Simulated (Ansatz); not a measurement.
A structure of MgO relaxed with PBEsol (plane waves to 420 eV, PAW, scalar-relativistic; Ansatz, a first-principles code); single points at other levels follow on the same geometry (Ansatz, PAW; HSE06 at 420 eV on a 8×8×8 k-mesh; no spin-orbit coupling). Space group P-6m2 (No. 187).

MgO is taken in the hexagonal space group P-6m2 (No. 187), Pearson symbol hP2. Lattice parameters: a = 2.9089 Å, b = 2.9089 Å, c = 2.6572 Å, α = 90.00°, β = 90.00°, γ = 120.00°. Mg on 1a has 6 O at 2.141 Å (trigonal prismatic). O on 1f has 6 Mg at 2.141 Å (trigonal prismatic). (Neighbours: up to the widest gap in distance over summed covalent radii, below 1.35, at either atom; cation-cation and far metal-metal contacts left out.)

```
level   gap (eV)      kind  conduction minimum
------  --------  --------  ------------------
PBEsol      3.14  indirect                   Γ
HSE06        ___         –                 ___
```

Q: What belongs in the gaps?

A: 
- HSE06, gap (eV): 4.84
- HSE06, conduction minimum: Γ

HSE06 gaps come from a coarse mesh plus a few chosen points, so they may be too large. No spin polarisation in the result.

The run could not lose the symmetry of its start.

All atoms sit on sites fixed by symmetry, so only the cell could relax.

The first start was generated by placing the elements on the sites of a structure type. Materials Project lists a structure of MgO in the same space group, P-6m2 (No. 187); the sites were not compared with it, nor with measured phases. Known forms of MgO include space group No. 225.
